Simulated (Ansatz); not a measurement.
Two states of MnF2

```
F Mn
1.0
     4.90289    0.00000    0.00000
     0.00000    4.90289    0.00000
     0.00000    0.00000    3.16178
F Mn
4 2
Direct
  0.32700 0.32700 0.00000
  0.17300 0.82700 0.50000
  0.67300 0.67300 0.00000
  0.82700 0.17300 0.50000
  0.00000 0.00000 0.00000
  0.50000 0.50000 0.50000
```

The numbers come from plane-wave PAW DFT (Ansatz): PBE, with U_eff = 5.21 eV on Mn d (all-electron-ortho-atomic projectors), 420 eV, 5×5×7 Γ-centred k points, fermi-dirac occupations (width 0.1 eV). Nothing was relaxed.

State A: Mn5 up, Mn6 down (collinear spin). State B: Mn5 up, Mn6 up (collinear spin).

Question: Compare the two self-consistent states.

Answer: State A is lower by 4.6 meV an atom at zero smearing.

```csv
state,free energy (meV/atom),largest moment in a small sphere (μB),net moment (μB/cell),gap on mesh (eV),pressure (GPa),largest force (eV/Å)
A,0.0,4.09,0.00,3.12,18.4,2.14
B,4.6,4.10,10.00,2.84,18.7,2.12
```

Origin: a known structure type with other elements, at an estimated volume, so it need not be a known compound. Caveats: atoms or cell far from equilibrium; an odd or shifted mesh can miss the band edges, so this level's true gap may be smaller.
